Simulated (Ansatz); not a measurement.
A trial cell of CuSn₄, before relaxation:

```cif
data_structure
_symmetry_space_group_name_H-M 'I-43m'
_symmetry_Int_Tables_number 217
_cell_length_a 6.9348
_cell_length_b 6.9348
_cell_length_c 6.9348
_cell_angle_alpha 90.000
_cell_angle_beta 90.000
_cell_angle_gamma 90.000
_cell_volume 333.50
loop_
_atom_site_label
_atom_site_type_symbol
_atom_site_symmetry_multiplicity
_atom_site_Wyckoff_symbol
_atom_site_fract_x
_atom_site_fract_y
_atom_site_fract_z
_atom_site_occupancy
Cu1 Cu 2 a 0.00000 0.00000 0.00000 1
Sn1 Sn 8 c 0.37316 0.37316 0.62684 1
```

Computed with DFT PBE, scalar-relativistic, plane waves, PAW in Ansatz. Cutoff 420 eV, Gaussian smearing, Γ-centred meshes. Cell and atoms relax first on a coarse mesh and then on a finer one. In between, the cell is made exact in the group found at 0.06 Å. In metals the finer mesh still leaves noise of several meV/atom or more. The steps can't lower the symmetry of their start. No spin polarisation.

A guess keeps its type if space group and coordination stay and the shape of the cell changes little (axis ratios within about 15 %, angles within 6°); the volume may change.

Q: Does it keep its structure type, or change into something else?

A: It doesn't keep its type. The symmetry goes from I-43m (No. 217) to Im-3m (No. 229). The volume per atom shrinks by 21.1 %, from 33.3 to 26.3 Å³. The shortest distance goes from 1.52 Å (Cu–Sn) to 2.77 Å (Cu–Sn). Counting neighbours within 15 % of an atom's shortest distance, the start has Cu 4, Sn 1 and the end Cu 8, Sn 2. In detail, at the end Cu is surrounded by 8 Sn at 2.77 Å; around Sn lie 2 Cu at 2.77 Å and 6 Sn at 3.20 Å.

```
Cu Sn
1.0
    -3.20348    3.20348    3.20348
     3.20348   -3.20348    3.20348
     3.20348    3.20348   -3.20348
Cu Sn
1 4
Direct
  0.00000 0.00000 0.00000
  0.00000 0.00000 0.50000
  0.50000 0.00000 0.00000
  0.00000 0.50000 0.00000
  0.50000 0.50000 0.50000
```

The last run used an 8×8×8 mesh for its 5-atom cell and Gaussian smearing of 0.10 eV. A structure relaxed within its symmetry needn't be a true minimum.
